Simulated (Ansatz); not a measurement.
V:
```yaml
crystal:
  lattice:
    - [-1.49194, 1.49194, 1.49194]
    - [1.49194, -1.49194, 1.49194]
    - [1.49194, 1.49194, -1.49194]
  atoms:
    - { symbol: V, position: [0.00000, 0.00000, 0.00000] }
```

Relaxed with r²SCAN (plane waves, PAW; program Ansatz). Indices refer to the conventional cell of Im-3m, a = 2.984 Å, b = 2.984 Å, c = 2.984 Å, α = 90.00°, β = 90.00°, γ = 90.00°.

Task: Simulate the powder diffraction pattern (Cu Kα, λ = 1.54184 Å; lines above 1 %) up to 2θ = 90°.

Result: Simulated powder pattern, Cu Kα, λ = 1.54184 Å (kinematic, ideal powder, no thermal factors, no anomalous dispersion; the 30 strongest lines at most, above 1 %, up to 2θ = 90°):

| 2θ (°) | d (Å) | I/Imax (%) | hkl |
|---|---|---|---|
| 42.86 | 2.110 | 100 | (110) |
| 62.23 | 1.492 | 15 | (200) |
| 78.52 | 1.218 | 28 | (211) |

The cell was relaxed with r²SCAN under the symmetry of its start. The workflow began spin-polarised and lost its moments.

Potentials: the earlier of the program's two PAW sets.
